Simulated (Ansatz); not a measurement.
# ZnS: the gap against volume

ZnS, P6_3mc, a = 3.847 Å, c = 12.590 Å. The compound has several low-lying forms, and this is one of them. Ansatz: PBE, PAW, 420 eV, Γ-centred 12×12×4 mesh on 8 atoms, Gaussian smearing 0.02 eV; no spin polarisation. Shape and atoms are relaxed at each volume; x = ln(V/V0) with V0 = 20.168 Å³/atom. The gap is read at the mesh points alone.

```tsv
x	gap y (eV)
-0.0619	2.321
-0.0305	2.183
0.0000	2.049
0.0296	1.921
0.0583	?
```

Problem. Fit a straight line to the other rows, give the volume deformation potential of the gap and its pressure coefficient, and predict the missing gap. B0 = 69.3 GPa.

Solution. Means x = -0.01570, y = 2.1185; Σ(Δx)² = 0.004652, ΣΔxΔy = -0.02035; the slope is their ratio. y = 2.0498 − 4.3740 x. The slope is the deformation potential a = dE_g/d ln V = -4.37 eV, and dE_g/dP = −a/B0 = 63.1 meV/GPa. At x = 0.0583 the fit asked for gives 1.795 eV. The run gave 1.798 eV, so the fit is 0.003 eV too low, a small miss on the scale of the series. The form still works here, 31 % of the fitted range beyond its end.

Semilocal functionals give gaps under the measured ones; changes of the gap mostly carry over better.